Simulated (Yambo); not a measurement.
A BSE run in Yambo for SiO2 (space group I4/mmm, No. 139) (PBEsol bands; 4×4×4 mesh, 16 valence and 7 conduction bands, static screening with 109 bands and a 3 Ry block, scissor 2.85 eV, Tamm-Dancoff; field along x) gives:

```csv
state,energy (eV),states within 2 meV,relative strength,class
1,7.11,1,< 0.01,dark
2,7.13,1,< 0.01,dark
3,7.55,1,< 0.01,dark
4,7.60,1,< 0.01,dark
5,7.86,1,< 0.01,dark
```

Axes are Cartesian, with cell vectors (Å) (-4.47, 4.47, 2.61), (4.47, -4.47, 2.61), (4.47, 4.47, -2.61).

### Question
What changes when the window shrinks to 15 valence and 4 conduction bands?

### Answer
The lowest state goes from 7.107 eV to 7.138 eV, and its distance below the direct gap from 1.315 eV to 1.283 eV. These are vertical excitations (zero momentum). The scissor comes from a G0W0 run whose convergence isn't established.

Geometry of the Materials Project entry, not relaxed at this level; primitive cell a = b = c = 6.842 Å, α = β = 98.38°, γ = 135.12°.

This is not the ordinary phase of the substance; no match was found in the copy of COD used, and its stability was not checked.
